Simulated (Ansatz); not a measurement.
Ansatz input

```yaml
crystal:
  lattice:
    - [2.7393865607, 0.0, 0.0]
    - [-1.3696932803, 2.3723783523, 0.0]
    - [0.0, 0.0, 4.7455794536]
  atoms:
    - { symbol: Pt, position: [0.3333333333, 0.6666666667, 0.25] }
    - { symbol: Pt, position: [0.6666666667, 0.3333333333, 0.75] }
hamiltonian:
  xc: r2scan
  pseudopotentials:
    kind: paw
    azcp:
      Pt: "pseudopotentials/Pt.paw.azcp"
basis:
  ecutwfc: 500
  fft_grid_basis: typed
kpoints:
  mp_grid: { grid: [22, 22, 11], shift: [0, 0, 0] }
magnetization:
  spin_polarized: false
scf:
  occupations: { method: fermi_dirac, width: 0.1 }
```

Terminal output

```
Engine: ansatz 0.2.0, x86_64-unknown-linux-gnu
Pseudopotentials: kind: paw
Pseudopotential: Pt, paw, valence charge 18, recommended cutoff 500 eV (meta_gga) 
Functional definition: r2SCAN
  parameter k0 = 0.174
  parameter k1 = 0.065
  parameter a1 = 4.9479
  exchange = r2scan_x(k0 = k0, k1 = k1, a1 = a1)
  correlation = r2scan_c
Crystal: 2 atoms, lattice volume = 30.841 Å³
Basis set: ecut = 500 eV, 749 PW (Γ), exchange–correlation on 80×80×144 points (64 copies of the dense FFT grid, shifted against one another)
Bands: 22, of which v1, the nominal top of the filled ones, is band 18 counted from 1 (17 counted from 0)
Symmetry: 24 space group operations
Space group: P63/mmc (ITA 194), of the structure as read, at distance tolerance 3.1e-5 Å
k-points: 312 of 5324
Non-local potential: Pt, projectors of the file, l = 0: 3, l = 1: 2, l = 2: 2, l = 3: 1
PAW form: soft (Blöchl's): semilocal exchange-correlation on the pseudo side does not see the compensation charge
PAW frozen core: Pt, regenerated for the run's functional (the file was generated under x = pbe(κ = 0.804, μ = 0.2195149727645171), c = pbe(β = 0.06672455060314922))
PAW one-centre angular grid: Pt, 590 points (default); XC on 160 Gauss nodes
Initial density: superposition of atomic densities (neutral atoms: chi_scale 0, normalization atom), corrected by the library's trained network
Initial wavefunctions: pseudopotential atomic-orbital guess
Functional: x = r2scan, c = r2scan; τ floored in thin density (d = 2e-4 eV/Å³)
SCF iter   1: F=—  HF=-25073.496443 eV  |F-HF|=—  |Δ(HF+E_count)|=         —  Δρ=1.45e-2  dr2=4.64e-2  dr2_τ=2.05e-2  ethr=1.77e-3  ⟨swp⟩=5.2  Hψ=28004  notcnv=0
SCF iter   2: F=—  HF=-25073.503292 eV  |F-HF|=—  |Δ(HF+E_count)|=   6.85e-3  Δρ=6.92e-3  dr2=8.59e-3  dr2_τ=1.33e-3  ethr=1.29e-4  ⟨swp⟩=2.3  Hψ=12567  notcnv=0
SCF iter   3: F=—  HF=-25073.503969 eV  |F-HF|=—  |Δ(HF+E_count)|=   6.76e-4  Δρ=1.71e-3  dr2=4.59e-4  dr2_τ=2.37e-5  ethr=2.39e-5  ⟨swp⟩=2.0  Hψ=9923  notcnv=0
SCF iter   4: F=—  HF=-25073.504207 eV  |F-HF|=—  |Δ(HF+E_count)|=   2.38e-4  Δρ=3.35e-4  dr2=2.05e-5  dr2_τ=2.32e-6  ethr=1.28e-6  ⟨swp⟩=2.0  Hψ=10037  notcnv=0
SCF iter   5: F=—  HF=-25073.504230 eV  |F-HF|=—  |Δ(HF+E_count)|=   2.29e-5  Δρ=1.06e-4  dr2=2.87e-6  dr2_τ=1.82e-7  ethr=5.69e-8  ⟨swp⟩=2.7  Hψ=13248  notcnv=0
SCF iter   6: F=-25073.504234 eV  HF=-25073.504234 eV  |F-HF|=1.18e-7  |Δ(HF+E_count)|=   4.32e-6  Δρ=2.20e-5  dr2=9.08e-8  dr2_τ=4.34e-8  ethr=2.78e-10  ⟨swp⟩=1.9  Hψ=20110  notcnv=0
SCF 1 converged in 6 iterations: F = -25073.504234 eV  dr2 = 9.08e-8
SCF converged after 6 iterations
Free energy (F): -25073.504234 eV
Harris-Foulkes:  -25073.504234 eV  (|F-HF|=1.18e-7)
Internal energy: -25073.399997 eV  (E = F + TS)
E sigma→0 (E₀):  -25073.452115 eV
Entropy (-TS):   -0.104237 eV (-52.119 meV/atom)
Fermi energy:    22.424616 eV
--- Per-component energies (eV) ---
  E_band       = -314.449030
  E_kinetic    = 1275.749882
  E_local      = -2996.844506  (includes V_loc(G=0)·N_el)
  E_nonlocal   = 404.297393
  E_hartree    = 1114.831108
  E_xc         = -500.213594
  E_vxc        = -675.023211  (∫ρ·V_xc dr)
  E_paw        = -18959.839444  (= ΣΔE_a)
  E_vpaw       = -595.429593  (= ΣTr[D̂ρ^β])
  E_aug_tail   = 0.000309  (compensation charges beyond the density's cutoff)
  E_vtau       = 43.124715  (kinetic-family band-sum trace: ∫τ·v_τ [+ j·A + Jᵃ·Aᵃ] dr)
  E_ewald      = -5410.918156
  E_core_change = -0.462989  (= ΣΔE_core)
  E_smearing   = -0.104237  (= −TS)
  E_closure    = 0.000000  (closes the sum)
  Σ components = -25073.504234   (vs F -25073.504234, Δ=0.00e0)
```

Command:

```sh
ansatz run input.yaml --threads 1 --pin off --max-ram 3584MiB --backend cpu --events-out ev --progress --plain --runs-dir out
```

On 1 thread of Intel(R) Xeon(R) Platinum 8259CL CPU @ 2.50GHz (Skylake/Cascade Lake) (shared host) this took about 19 s of wall time and 19 s of CPU time.
